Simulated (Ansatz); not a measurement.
Data:

Be:
```cif
data_Be2
_chemical_formula_sum 'Be2'
_space_group_name_H-M_alt 'P 1'
_space_group_IT_number 1
_cell_length_a 3.48677
_cell_length_b 3.48677
_cell_length_c 3.48677
_cell_angle_alpha 60.000
_cell_angle_beta 60.000
_cell_angle_gamma 60.000
loop_
_space_group_symop_operation_xyz
  'x, y, z'
loop_
_atom_site_label
_atom_site_type_symbol
_atom_site_fract_x
_atom_site_fract_y
_atom_site_fract_z
_atom_site_occupancy
Be1 Be 0.00000 0.00000 0.00000 1
Be2 Be 0.25000 0.25000 0.25000 1
```

This is the r²SCAN-relaxed structure.

Q: All from plane-wave PAW r²SCAN (Ansatz code), unless another level is named. Predict the bulk modulus (Birch–Murnaghan fit).

A: 43.3 GPa.

Q: What about the elastic constants (relaxed ions, GPa)?

A: C11 = 2.7, C12 = 62.9, C44 = -65.3.

Space group Fd-3m (diamond). The start of the workflow was typed in or built on a structure type; neither database checked (COD, Materials Project) lists it. It is not the phase usual at ambient conditions (space group No. 194). The r²SCAN relaxation kept the symmetry of its start. At this level the phase is mechanically unstable. The volume moved by 16 % from the start of the relaxation. As this level gives no gap, shear constants depend on the k-mesh and smearing (Fermi–Dirac, 0.1 eV here).

Potentials: the later of the program's two PAW sets.
